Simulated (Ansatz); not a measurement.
Single point in Ansatz 0.2.0 with PBE, no spin polarisation. Cutoff 420 eV, PAW datasets, 7×7×4 Γ-centred k mesh, methfessel-paxton filling (width 0.0207 eV).

Computed maps in the lattice plane spanned by b (left to right, 4.48 Å, 14 points from zero) and c (bottom to top, 7.29 Å, 22 points from zero), 90° apart, at height 0.333 along a. The fields are smooth PAW ones with compensation charges, not the true ones near nuclei.

Valence density. Digits on a logarithmic scale: 0 up to 0.03 e/Å³, each further digit a factor of 1.6, 9 from 1.3 e/Å³ up:
```
54444579999986
55555567999975
45555455677655
44444444444444
33443322222222
23332211111112
22322211000011
23332221111112
33333333333333
44444444555444
44554456677655
55555567999876
54444568999976
44334569999986
43223468999975
32112357899764
21001345777654
21001245666653
21011346777754
32112357999975
43223469999985
44334579999996
```

ELF. Ten even steps from '0' (0.00) to '9' (0.71):
```
56676547989954
67777645788745
67777643333345
66776543211234
45665322111123
23443210000011
22332110000001
22222211111111
22222223333332
32222356766664
43223577666786
54334686534678
64445775100368
64335775000267
63224776200467
41112576655677
21001368878875
20001246777654
21001234434443
22112335778743
33333337989953
45554337946963
```

Task: The cell is TeOs. Which atoms lie within 0.2 Å of this plane, and where (fractions of b and c)?

Result: Os at (0.67, 0.00), Te at (0.67, 0.37). The whole cell:
```xyz
4
Lattice="4.4762 0.0000 0.0000 -2.2381 3.8765 0.0000 0.0000 0.0000 7.2910" Properties=species:S:1:pos:R:3 pbc="T T T"
Os   -0.0002    2.5844    0.0000
Os    2.2379    1.2920    3.6455
Te   -0.0002    2.5844    2.6977
Te    2.2379    1.2920    6.3432
```

Origin: a known structure type with other elements, at an estimated volume, so it need not be a known compound. Caveats: many states at the Fermi level without spin polarisation, so a magnetic state may lie lower.
